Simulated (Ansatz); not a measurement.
Screening note. A metal film that reacts with Ge consumes substrate; on a shallow junction the depth consumed per thickness of contact matters as much as the driving force.

The reference row is NiGe. 8 nm of metal is deposited and fully reacted. All products have no gap at this level.

Levels of theory (Ansatz, a plane-wave PAW program): volume per atom: r²SCAN, relaxed cell; metal volume, Ge volume: r²SCAN, the element in its room-temperature structure; ΔH_f: r²SCAN, 0 K, against the elements in the same set-up, no fitted corrections.

Runs started from generated or typed cells of the structure named: NiGe. Not checked to be the ambient phase: V5Ge3 (P6₃/mcm, hP16); V3Ge (Pm-3n, cP8). No claim is made that these are known or stable phases: VGe2 (P6₂22, hP9). Over 15 meV/atom above the lowest phase of their formula at hand: V5Ge3 (P6₃/mcm, hP16) (39 meV/atom, r²SCAN). Magnetic states: V5Ge3 (P6₃/mcm, hP16) ferrimagnetic, the lowest of the collinear orders tried; VGe2 (P6₂22, hP9) ferromagnetic, as set for this run; V3Ge (Pm-3n, cP8) ferromagnetic, as set for this run. Functionals of the SCAN family are commonly reported to give itinerant 3d magnets too large moments and volumes. Run without spin polarisation: NiGe. Spin–orbit coupling is left out unless named. No other phase of the formula is at hand at the same level beside VGe2 (P6₂22, hP9), V3Ge (Pm-3n, cP8). ΔH_f counts from the lowest computed solid of each element: Ge (Fd-3m), Ni (Fm-3m, ferromagnetic), V (Im-3m).

Working rules: Ge consumed = metal thickness × y × V(Ge)/V(metal); product = metal thickness × (1 + y) × V/V(metal); ratio = consumed/product; volume change = product/(metal + consumed) − 1.

```
crystal                 Ge atoms per metal atom  V (Å³/atom)  V of the metal (Å³/atom)  V of Ge (Å³/atom)  ΔH_f (eV/atom)  Ge consumed (nm)  product thickness (nm)  consumed per nm of product  volume change (%)
----------------------  -----------------------  -----------  ------------------------  -----------------  --------------  ----------------  ----------------------  --------------------------  -----------------
V5Ge3 (P6₃/mcm, hP16)                     0.600        14.09                     13.26              22.83          −0.374        (withheld)              (withheld)                  (withheld)         (withheld)
VGe2 (P6₂22, hP9)                         2.000        14.44                     13.26              22.83          −0.133        (withheld)              (withheld)                  (withheld)         (withheld)
NiGe (Pnma), reference                    1.000        13.30                     10.52              22.83          −0.265             17.36                   20.23                        0.86                −20
V3Ge (Pm-3n, cP8)                         0.333        13.27                     13.26              22.83          −0.385        (withheld)              (withheld)                  (withheld)         (withheld)
```

**Question.** Fill in the missing entries.

**Answer.** 
- V3Ge (Pm-3n, cP8): Ge consumed: 8 × 0.333 × 22.83/13.26 = 4.59 nm; product thickness: 8 × (1 + 0.333) × 13.27/13.26 = 10.67 nm; Ge consumed per nm of product: 4.59/10.67 = 0.43; volume change: 100 × (10.67/(8 + 4.59) − 1) = −15 %.
- V5Ge3 (P6₃/mcm, hP16): Ge consumed: 8 × 0.600 × 22.83/13.26 = 8.26 nm; product thickness: 8 × (1 + 0.600) × 14.09/13.26 = 13.60 nm; Ge consumed per nm of product: 8.26/13.60 = 0.61; volume change: 100 × (13.60/(8 + 8.26) − 1) = −16 %.
- VGe2 (P6₂22, hP9): Ge consumed: 8 × 2.000 × 22.83/13.26 = 27.55 nm; product thickness: 8 × (1 + 2.000) × 14.44/13.26 = 26.14 nm; Ge consumed per nm of product: 27.55/26.14 = 1.05; volume change: 100 × (26.14/(8 + 27.55) − 1) = −26 %.

Ranking by Ge consumed per nm of product, lowest first: V3Ge (Pm-3n, cP8) (0.43 ± 0.014), V5Ge3 (P6₃/mcm, hP16) (0.61 ± 0.019), NiGe (0.86 ± 0.027), VGe2 (P6₂22, hP9) (1.05 ± 0.033). The ± follows from allowances picked for this note (volume per atom 1 %, metal volume 1 %, 3 % for the model), carried to first order and added in quadrature; ≈ joins neighbours closer than their two ± added in quadrature. On this figure 2 of 3 candidates do clearly better than the reference.

Which phase forms first is kinetic; barrier heights, resistivities and agglomeration are not treated. Phases over 50 meV/atom above the lowest one at hand were not drawn (by r²SCAN where it compared them, else by the largest value; a layered or molecular lowest phase counts only with a dispersion term); other phases could lie lower still. Each row is the phase named, which need not be the stable one under ambient conditions. The rows are a sample and no shortlist: familiar crystals first, some related and some not, whatever their agreement with measurement; tables with many equal figures were not kept. Limits of the draw: ΔH_f under −0.03 eV/atom; for ΔH_f, runs without a dispersion term, no Mn, and elements whose lowest cell is their usual one. As a rule kept out of such tables: 4f compounds, open-shell compounds run without a Hubbard term, cells found unstable in the tests at hand, cells close to a higher symmetry, and runs set to a pressure or over 12 % in volume from the crystal's fullest run.
